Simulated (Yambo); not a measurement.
Yambo run on ZnS (zinc blende, space group F-43m, No. 216). The wavefunctions are PBE (pw.x of Quantum ESPRESSO, ONCV potentials, no spin-orbit coupling) ones on a 4×4×4 mesh (13 occupied bands); a = b = c = 3.809 Å, α = β = γ = 60.00°.

Yambo input:

```
rim_cut
HF_and_locXC
RandQpts= 1000000
RandGvec= 1 Ry
EXXRLvcs= 84 Ry
VXCRLvcs= 336 Ry
% QPkrange
 1 | 1 | 13 | 14 |
 3 | 3 | 13 | 14 |
 7 | 7 | 13 | 14 |
 8 | 8 | 13 | 14 |
%
```

k points by index: 1 = Γ, 3 = L, 7 = X, 8 = W.

Resulting energies as the program prints them:

```
#    K-point    Band    Eo [eV]    Ehf [eV]    Vxc [eV]    Vnlxc [eV]
#
    1    13    0.000000    -3.285847    -16.87074    -20.15659
    1    14    2.153261    6.450499    -11.45626    -7.159026
    3    13    -0.877657    -4.380052    -15.65095    -19.15335
    3    14    3.328506    7.763568    -11.83386    -7.398794
    7    13    -2.249042    -6.084908    -13.83584    -17.67171
    7    14    3.388772    7.204539    -10.30938    -6.493611
    8    13    -2.744060    -7.163210    -15.68626    -20.10541
    8    14    5.692009    9.952477    -11.18325    -6.922779
```
Exchange alone, without screening.

Geometry of the Materials Project entry, not relaxed at this level.
